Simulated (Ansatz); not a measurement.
CsCdBr3:
```cif
data_Br6Cd2Cs2
_chemical_formula_sum 'Cs2 Cd2 Br6'
_space_group_name_H-M_alt 'P 1'
_space_group_IT_number 1
_cell_length_a 7.42288
_cell_length_b 7.42288
_cell_length_c 6.52306
_cell_angle_alpha 90.000
_cell_angle_beta 90.000
_cell_angle_gamma 120.000
loop_
_space_group_symop_operation_xyz
  'x, y, z'
loop_
_atom_site_label
_atom_site_type_symbol
_atom_site_fract_x
_atom_site_fract_y
_atom_site_fract_z
_atom_site_occupancy
Cs1 Cs 0.33333 0.66667 0.75000 1
Cs2 Cs 0.66667 0.33333 0.25000 1
Cd1 Cd 0.00000 0.00000 0.00000 1
Cd2 Cd 0.00000 0.00000 0.50000 1
Br1 Br 0.17032 0.82968 0.25000 1
Br2 Br 0.82968 0.17032 0.75000 1
Br3 Br 0.34064 0.17032 0.75000 1
Br4 Br 0.65936 0.82968 0.25000 1
Br5 Br 0.17032 0.34064 0.25000 1
Br6 Br 0.82968 0.65936 0.75000 1
```

Relaxed with LDA.

Problem. Give the optical modes at the zone centre with their infrared activity from DFPT, the program Ansatz at the LDA level (PAW).

Solution. Transverse frequencies, without the LO–TO term; a row sums one degenerate level.

```
ω (cm⁻¹)  degeneracy  IR ((D/Å)²/amu)     activity  symmetry
--------  ----------  ---------------  -----------  --------
31                 1             0.85           IR       A2u
31                 1             0.00  IR-inactive       B1g
36                 1             0.00  IR-inactive       A2g
41                 2             0.00  IR-inactive       E2g
51                 2             1.75           IR       E1u
52                 2             0.00  IR-inactive       E2u
58                 1             0.00  IR-inactive       B1u
60                 2             0.00  IR-inactive       E1g
78                 2             0.00  IR-inactive       E2g
85                 2             1.87           IR       E1u
97                 1             0.00  IR-inactive       B2u
111                2             0.00  IR-inactive       E2g
113                1             6.36           IR       A2u
122                2             0.00  IR-inactive       E2u
130                1             0.00  IR-inactive       B1g
159                2             6.12           IR       E1u
163                1             0.00  IR-inactive       A1g
192                1             0.00  IR-inactive       B2u
```

Problem. How high does the top mode go among those that the LO–TO term moves?

Solution. 178 cm⁻¹ for q along x, 178 cm⁻¹ for q along y, 157 cm⁻¹ for q along z.

Space group P6_3/mmc. The workflow started from a Materials Project entry (that database holds measured and hypothetical structures alike); the Crystallography Open Database files this formula in space group No. 194, but the cells were not matched. Whether it is the stable phase at ambient conditions was not checked. The cell was relaxed with LDA under the symmetry of its start; phonons on a q-mesh show no instability. Spin–orbit coupling is left out wherever it is not named.

Potentials: the later of the program's two PAW sets.
